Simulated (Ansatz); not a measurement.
## Notes on CsNaI3

```xyz
10
Lattice="8.1995 0.0000 0.0000 -4.0997 7.1010 0.0000 0.0000 0.0000 6.9660" Properties=species:S:1:pos:R:3 pbc="T T T"
Cs   -0.0004    4.7342    5.2245
Cs    4.0993    2.3667    1.7415
I    -2.0667    5.9272    1.7415
I     2.0331    1.1738    5.2245
I     0.0000    2.3476    1.7415
I     6.1664    1.1738    5.2245
I     2.0667    5.9272    1.7415
I     4.0997    4.7534    5.2245
Na    0.0000    0.0000    0.0000
Na    0.0000    0.0000    3.4830
```

The numbers come from plane-wave PAW DFT (Ansatz): r2SCAN, no spin polarisation, 500 eV, 5×5×5 Γ-centred k points, fermi-dirac occupations (width 0.1 eV). Nothing was relaxed.

Question: Where is the largest force?

Answer: The largest is on I5 (and as large on other atoms): 0.81 eV/Å, components (0.00, 0.81, 0.00). It makes 143° with the line to a nearest neighbour, Na9 at 2.92 Å, pointing away from it.

Question: Metal or insulator?

Answer: It is a metal, with about 14 states/eV a cell as the mean within 0.25 eV of the Fermi level, mostly I p (99 %).

Question: Is the cell too large or too small?

Answer: The pressure is 1.9 GPa (compression positive), so with the atoms held at these fractions the cell would first expand; the forces are large, so a full relaxation may end otherwise.

Question: Is it stable against the elements?

Answer: -1.10 eV an atom against the elements' usual phases (free molecules for gases, crystals otherwise, with no correction for O₂ or N₂), so it is bound against them; other compounds may still compete. Relaxing would lower it.

Question: Describe some of the short contacts.

Answer: I–Na at 2.92 Å: least valence density 0.11 e/Å³ and ELF 0.03 there. Cs–I at 4.10 Å: least valence density 0.04 e/Å³ and ELF 0.03 there, so no covalent bond. These are pseudo-fields; inside the PAW spheres they differ from the all-electron ones.

Origin: a known structure type with other elements, at an estimated volume, so it need not be a known compound. Caveats: many states at the Fermi level without spin polarisation, so a magnetic state may lie lower.
